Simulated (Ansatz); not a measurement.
## YCl2 in Ansatz, single run

input.yaml:

```yaml
crystal:
  lattice:
    - [6.300741, 0.0, 0.0]
    - [0.0, 6.492591, 0.0]
    - [0.0, 0.0, 4.240884]
  atoms:
    - { symbol: "Y", position: [0.0, 0.0, 0.0] }
    - { symbol: "Y", position: [0.5, 0.5, 0.5] }
    - { symbol: Cl, position: [0.275, 0.325, 0.0] }
    - { symbol: Cl, position: [0.725, 0.675, 0.0] }
    - { symbol: Cl, position: [0.775, 0.175, 0.5] }
    - { symbol: Cl, position: [0.225, 0.825, 0.5] }
  symmetry: { tolerance: 0.0003 }
kpoints:
  mp_grid: { grid: [3, 3, 4], shift: [0, 0, 0] }
magnetization:
  noncollinear: true
  spin_orbit: true
scf:
  occupations: { method: fermi_dirac }
hamiltonian:
  pseudopotentials: { kind: paw_fr }
  xc: pbe
  dispersion: d3bj
basis:
  ecutwfc: 420
output:
  forces: true
  stress: true
  eigenvalues: true
```

Run with:

```bash
ansatz run input.yaml --threads 1 --pin off --max-ram 2560MiB --backend cpu --events-out ev --progress --plain --runs-dir out
```

Origin of the cell: a known structure type with other elements, at an estimated volume, so it need not be a known compound.

The smearing width isn't typed, so it takes its default of 0.1 eV.

Output (shortened):

```
Pseudopotentials: kind: paw_fr
Pseudopotential: Y, paw_fr, valence charge 11, recommended cutoff 420 eV (normal), Y.paw.azcp#standard-fr
Pseudopotential: Cl, paw_fr, valence charge 7, recommended cutoff 420 eV (normal), Cl.paw.azcp#standard-fr
Functional definition: PBE
  exchange = pbe_x(kappa = kappa, mu = beta*pi^2/3)
  correlation = pbe_c(beta = beta)
non-collinear run that drives no moment, with spin-orbit: no starting moment large enough to seed its density (crystal.atoms[].spin), no starting occupations that ask for one, no magnetisatio […]
Crystal: 6 atoms, lattice volume = 173.487 Å³
Basis set: ecut = 420 eV, 3375 PW (Γ), exchange–correlation on 90×90×60 points (8 copies of the dense FFT grid, shifted against one another)
Bands: 62, of which v1, the nominal top of the filled ones, is band 50 counted from 1 (49 counted from 0)
Symmetry: 8 space group operations + 8 with time reversal
Magnetic group: BNS 58.394 (UNI 492), of the structure as read, at distance tolerance 1.7e-3 Å
[… 6 lines left out …]
Initial density: superposition of atomic densities (chi_scale 0.1, normalization cell, long waves kept (reshape's long-wave potential 0.00 eV rms))
Functional: x = pbe(κ = 0.804, μ = 0.219515), c = pbe(β = 0.066725)
SCF iter   1: F=—  HF=-12031.850276 eV  Δρ=4.88e-2  dr2=8.67e0  dr2_m=0.00e0 (ungated)  |M|=0.00e0 ∫|m|=0.00e0 μB
SCF iter   2: F=—  HF=-12030.337187 eV  Δρ=3.12e-2  dr2=3.87e0  dr2_m=0.00e0 (ungated)  |M|=0.00e0 ∫|m|=0.00e0 μB
SCF iter   3: F=—  HF=-12029.076967 eV  Δρ=7.76e-3  dr2=3.12e-1  dr2_m=0.00e0 (ungated)  |M|=0.00e0 ∫|m|=0.00e0 μB
SCF iter   4: F=—  HF=-12028.982251 eV  Δρ=3.34e-3  dr2=3.36e-2  dr2_m=0.00e0 (ungated)  |M|=0.00e0 ∫|m|=0.00e0 μB
SCF iter   5: F=—  HF=-12028.984944 eV  Δρ=1.05e-3  dr2=4.67e-3  dr2_m=0.00e0 (ungated)  |M|=0.00e0 ∫|m|=0.00e0 μB
SCF iter   6: F=—  HF=-12028.989262 eV  Δρ=2.67e-4  dr2=2.07e-4  dr2_m=0.00e0 (ungated)  |M|=0.00e0 ∫|m|=0.00e0 μB
SCF iter   7: F=—  HF=-12028.989744 eV  Δρ=8.55e-5  dr2=2.53e-5  dr2_m=0.00e0 (ungated)  |M|=0.00e0 ∫|m|=0.00e0 μB
SCF iter   8: F=—  HF=-12028.989735 eV  Δρ=2.72e-5  dr2=1.93e-6  dr2_m=0.00e0 (ungated)  |M|=0.00e0 ∫|m|=0.00e0 μB
SCF iter   9: F=-12028.989740 eV  HF=-12028.989740 eV  Δρ=6.37e-6  dr2=9.94e-8  dr2_m=0.00e0 (ungated)  |M|=0.00e0 ∫|m|=0.00e0 μB
SCF 1 converged in 9 iterations: F = -12028.989740 eV  dr2 = 9.94e-8
SCF converged after 9 iterations
Magnetization: |M| = 0.0000 μB,  M = (+0.0000, +0.0000, +0.0000) μB
Absolute magnetization: 0.0000 μB (∫|m|)
  site 0: m = (+0.0000, +0.0000, +0.0000) μB, |m| = 0.0000 μB  (R = 1.13 Å)
  site 1: m = (+0.0000, +0.0000, +0.0000) μB, |m| = 0.0000 μB  (R = 1.13 Å)
  site 2: m = (+0.0000, +0.0000, +0.0000) μB, |m| = 0.0000 μB  (R = 1.13 Å)
  site 3: m = (+0.0000, +0.0000, +0.0000) μB, |m| = 0.0000 μB  (R = 1.13 Å)
  site 4: m = (+0.0000, +0.0000, +0.0000) μB, |m| = 0.0000 μB  (R = 1.13 Å)
  site 5: m = (+0.0000, +0.0000, +0.0000) μB, |m| = 0.0000 μB  (R = 1.13 Å)
Free energy (F): -12028.989740 eV
Harris-Foulkes:  -12028.989740 eV  (|F-HF|=2.06e-7)
Internal energy: -12028.793633 eV  (E = F + TS)
E sigma→0 (E₀):  -12028.891686 eV
Entropy (-TS):   -0.196107 eV (-32.685 meV/atom)
Fermi energy:    7.713734 eV
--- Per-component energies (eV) ---
  E_band       = -393.931828
  E_kinetic    = 1256.738187
  E_local      = -2584.145011  (includes V_loc(G=0)·N_el)
  E_nonlocal   = 213.176726
  E_hartree    = 850.496408
  E_xc         = -775.372849
  E_vxc        = -886.568525  (∫ρ·V_xc dr)
  E_paw        = -8289.540734  (= ΣΔE_a)
  E_vpaw       = -94.127589  (= ΣTr[D̂ρ^β])
  E_aug_tail   = 0.000363  (compensation charges beyond the density's cutoff)
  E_ewald      = -2698.832751
  E_disp       = -1.313971  (pairwise vdW)
  E_smearing   = -0.196107  (= −TS)
  Σ components = -12028.989740   (vs F -12028.989740, Δ=0.00e0)
--- Forces (eV/Å), atoms counted from 1 ---
  atom   1  Y      0.000000     0.000000     0.000000
  atom   2  Y      0.000000     0.000000     0.000000
  atom   3  Cl     0.012880    -0.017322     0.000000
  atom   4  Cl    -0.012880     0.017322     0.000000
  atom   5  Cl     0.012880     0.017322     0.000000
  atom   6  Cl    -0.012880    -0.017322     0.000000
  max |Σ_I F_I| component: 0.00e0 eV/Å
--- Stress (GPa, compression-positive) ---
       -2.181444       0.000000       0.000000
        0.000000      -1.693364       0.000000
        0.000000       0.000000      -5.625271
  P = ⅓ Tr σ = -3.1667 GPa (-31.667 kbar)
```

Caveats: the k mesh is coarse if the cell is a metal.

Time: 25 s on 1 thread of Arm Neoverse V2 (shared host), peak memory 0.64 GiB, from the program's own first density.
